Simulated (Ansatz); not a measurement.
PbSe (rock salt)

```xyz
2
Lattice="0.0000 3.0890 3.0890 3.0890 0.0000 3.0890 3.0890 3.0890 0.0000" Properties=species:S:1:pos:R:3 pbc="T T T"
Se     0.0000     0.0000     0.0000
Pb     3.0890     3.0890     3.0890
```

The slice is a {110} plane (indices of the conventional cell) through the point (0.000, 0.000, 0.000) (fractional), spanned by u = [100] and v = [1 -1 -1] in vectors of this cell: u (4.37 Å) and v (6.18 Å, at 90° to u). It covers one period; positions are fractions (u, v).

All values below come from r2SCAN (plane waves to 500 eV, PAW, scalar-relativistic; Ansatz, a program for electronic structure). k mesh 9×9×9. These are valence fields of a PAW run, semicore shells included where kept as valence: close to a nucleus they are smooth pseudo fields. PbSe was relaxed with its symmetry unable to fall. Spin-orbit coupling is left out, though Pb is heavy.

Q: Around which element is the density of the highest valence band (whole band, smooth part) largest on this plane?

A: Se. Mean over a disc round each atom, of radius 0.45 times the shortest bond: Se 0.113, Pb 0.041 e/Å³.

Q: Sketch the electrostatic potential energy of an electron, from the cell's mean on this plane as a map.

A: 
```
|xxxx6999996xxx|
|xxx289999982xx|
|xx27999999972x|
|55789999999875|
|66789999999876|
|11468999998631|
|xx02689998620x|
|xxx037999730xx|
|xxxx1689862xxx|
|xxxx1689861xxx|
|xxxx2689861xxx|
|xxx037999730xx|
|xx02689998620x|
|11368999998641|
|66789999999876|
|55789999999875|
|xx27999999972x|
|xxx289999982xx|
|xxxx6999996xxx|
|xxxx6999996xxx|
```
Scale: ten equal steps from -2.00 (start of '0') to 6.76 (end of '9'), in the order '0123456789'. Values: electrostatic potential energy of an electron, from the cell's mean, in eV. The map has 14 points along u (one character each, u = 0 at the left) and 20 along v (v = 0 in the bottom row). Points within 1 Å of a nucleus are blanked (x), as the pseudised field means little there. Values under -2 eV are set to -2. The zero, the cell's mean, hangs on the PAW cores.
